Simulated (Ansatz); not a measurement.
ZrRu:
```
ZrRu
1.0
    0.00000     2.67811     2.67811
    2.67811     0.00000     2.67811
    2.67811     2.67811     0.00000
Ru Zr
1 1
Cartesian
  0.00000   0.00000   0.00000
  2.67811   2.67811   2.67811
```

Relaxed with PBE. Special points in fractions of this cell's reciprocal vectors: Γ (0.000, 0.000, 0.000); X (0.500, 0.000, 0.500); U (0.625, 0.250, 0.625); K (0.375, 0.375, 0.750); L (0.500, 0.500, 0.500); W (0.500, 0.250, 0.750).

Q: List the band energies nearest the Fermi level at these points for DFT-PBE in the program Ansatz with PAW potentials.

A: In eV from the Fermi level; about four levels below and three above (degenerate sets whole), none deeper than 8.9 eV; points with the same levels are listed once.

```csv
k,below,above
Γ,-3.21 -3.21 -2.86 -2.86 -2.86,4.37 4.37 4.37
X,-2.46 -1.61 -0.12 -0.12,0.65 3.64 3.64
U,-1.76 -1.60 -1.57 -0.46,1.58 2.64 3.01
L,-1.22 -1.22 -0.39 -0.39,0.56 0.56 1.54
W,-2.26 -2.05 -0.37 -0.11,1.21 2.46 2.46
```

Space group Fm-3m (rock salt). The start of the workflow was typed in or built on a structure type; neither database checked (COD, Materials Project) lists it. COD files the formula under space group No. 221, so this cell is another polymorph or a model. Its standing as an ambient phase is unchecked. The cell was relaxed with PBE under the symmetry of its start; its stability against distortions is not shown here. The run is not spin-polarised. Scalar-relativistic: spin–orbit coupling is off unless named, which matters more the heavier the elements.

Potentials: the earlier of the program's two PAW sets.
